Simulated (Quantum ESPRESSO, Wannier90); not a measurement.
## Tight-binding from DFT: InP (zinc blende)

```xyz
2
Lattice="0.0000 2.9520 2.9520 2.9520 0.0000 2.9520 2.9520 2.9520 0.0000" Properties=species:S:1:pos:R:3 pbc="T T T"
In     0.0000     0.0000     0.0000
P     -1.4760    -1.4760    -1.4760
```

Cell from Materials Project (mp-20351), symmetrised, no further relaxation. COD (Crystallography Open Database) has an entry of this formula and space group (matched by these alone). Method: LDA plane waves in Quantum ESPRESSO 7.5 (PseudoDojo norm-conserving files, 56 Ry, no spin polarisation, no spin-orbit coupling), Bloch states on a 10×10×10 mesh through Γ, Wannier90 4.0.1. Density: 10×10×10 mesh, Gaussian smearing 0.01 Ry. Spin-orbit coupling is left out although heavy elements are present.

A tight-binding model is made by disentanglement and projection with no localisation steps (num_iter = 0), so the 8 orbitals stay atom-like: hydrogen-like In: s;p; P: s;p, axes along x, y, z; frozen window up to 1.87 eV relative to the valence-band maximum. It follows pw.x to 2.1 meV rms for states up to 1.4 eV relative to the valence-band maximum. Matrix elements depend on this choice of orbitals and windows.

The 30 largest hoppings ⟨m,0|H|n,R⟩ between different sites (one of each Hermitian pair; signs follow the real orbitals' lobes; the list may end inside a set of equal values):

| m | n | R | distance of the centres (Å) | t (eV) |
|---|---|---|---|---|
| In1 s | P2 s | 0 1 0 | 2.56 | -1.310 |
| P2 s | In1 s | 0 0 0 | 2.56 | -1.310 |
| In1 s | P2 s | 1 0 0 | 2.56 | -1.310 |
| In1 s | P2 s | 0 0 1 | 2.56 | -1.310 |
| P2 py | In1 s | 0 0 0 | 2.56 | -1.249 |
| In1 s | P2 pz | 1 0 0 | 2.56 | 1.249 |
| In1 s | P2 py | 0 0 1 | 2.56 | 1.249 |
| In1 s | P2 py | 0 1 0 | 2.56 | -1.249 |
| In1 s | P2 pz | 0 0 1 | 2.56 | -1.249 |
| In1 s | P2 py | 1 0 0 | 2.56 | 1.249 |
| In1 s | P2 pz | 0 1 0 | 2.56 | 1.249 |
| P2 pz | In1 s | 0 0 0 | 2.56 | -1.249 |
| In1 s | P2 px | 0 0 1 | 2.56 | 1.249 |
| In1 s | P2 px | 1 0 0 | 2.56 | -1.249 |
| P2 px | In1 s | 0 0 0 | 2.56 | -1.249 |
| In1 s | P2 px | 0 1 0 | 2.56 | 1.248 |
| In1 px | P2 py | 0 0 1 | 2.56 | 1.226 |
| P2 py | In1 px | 0 0 0 | 2.56 | 1.226 |
| In1 px | P2 pz | 0 0 1 | 2.56 | -1.226 |
| In1 px | P2 pz | 1 0 0 | 2.56 | -1.226 |
| In1 px | P2 py | 1 0 0 | 2.56 | -1.226 |
| In1 px | P2 py | 0 1 0 | 2.56 | -1.226 |
| P2 pz | In1 px | 0 0 0 | 2.56 | 1.226 |
| In1 px | P2 pz | 0 1 0 | 2.56 | 1.226 |
| P2 pz | In1 py | 0 0 0 | 2.56 | 1.226 |
| In1 py | P2 pz | 1 0 0 | 2.56 | 1.226 |
| In1 pz | P2 px | 0 0 1 | 2.56 | -1.226 |
| In1 pz | P2 px | 1 0 0 | 2.56 | -1.226 |
| In1 pz | P2 py | 1 0 0 | 2.56 | 1.226 |
| P2 py | In1 pz | 0 0 0 | 2.56 | 1.226 |
